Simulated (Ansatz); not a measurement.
HfO2 in space group P4_2/nmc (No. 137; Hf on 2a, O on 4d), r²SCAN in the plane-wave PAW code Ansatz, all energies at zero smearing, with the estimated change up to a 700 eV cutoff added, with one set of potentials and settings (totals compare only within such a set). Cell of 6 atoms (2 Hf, 4 O): -33754.048 eV.

```json
[
 {"element": "Hf", "reference phase": "P6_3/mmc, 2 atoms in the cell", "E (eV/atom)": "-15733.7929"},
 {"element": "O", "reference phase": "C2/m, 4 atoms in the cell, spin-polarised", "E (eV/atom)": "-566.0346"}
]
```

Formation energy per atom, worked out: (-33754.048 − 2×(-15733.7929) − 4×(-566.0346))/6 = -3.721 eV/atom (-359 kJ per mol of atoms), at 0 K, without zero-point energy or fitted corrections.

This is a known high-temperature phase of the composition, computed here at zero pressure and temperature. The r²SCAN relaxation kept the symmetry of its start; its stability against distortions is not shown here. No spin polarisation was allowed. The references are the lowest solids computed at this level, not always the standard phases (solids in place of the gases). Spin–orbit coupling is left out wherever it is not named.

Potentials: the earlier of the program's two PAW sets. The files were generated under PBE; for other functionals the program regenerates the frozen cores, and for LDA and PBEsol the local potential too.
